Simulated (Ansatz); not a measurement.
# SrPb (Cmcm): electronic heat capacity and spin susceptibility from the density of states

Theory: DFT r2SCAN, scalar-relativistic, plane waves, PAW (Ansatz).

Cutoff 500 eV; k points 10×10×10 on the computed 4-atom cell (Γ-centred); Gaussian smearing, width 0.10 eV; no spin polarisation.

Relaxed cell: Cmcm, a = 5.114 Å, b = 12.244 Å, c = 4.666 Å, α = 90.00°, β = 90.00°, γ = 90.00°, 4 atoms in the primitive cell. Whether it is the stable form of this composition wasn't checked.

The density of states at the Fermi level is 1.309 states/eV in the cell of 4 atoms (2 formula units; both spins, tetrahedra on a 15×15×15 mesh).

Problem. What Sommerfeld coefficient and Pauli susceptibility does this give?

Solution. Per formula unit N(E_F) = 0.655 states/eV. γ = (π²/3) k_B² N(E_F) N_A = 2.357 mJ/(mol K²) per state/eV, so γ = 1.5 mJ/(mol K²), a mole of formula units. χ_P = μ_B² N(E_F) N_A = 3.23×10⁻⁵ emu/mol per state/eV gives 2.1×10⁻⁵ emu/mol. This is the bare band result: a measured γ of the same phase is as a rule larger by a factor 1 + λ from phonons and spin fluctuations, the spin part of χ is larger by the Stoner factor, and a measured χ also holds orbital and core terms. N(E_F) at one energy is sensitive to the mesh where the density of states has sharp peaks.

Spin-orbit coupling is left out, which matters for the bands of heavy elements.

Cost: 1 run of about 5.9 core-minutes, on Arm Neoverse V2 (shared hosts).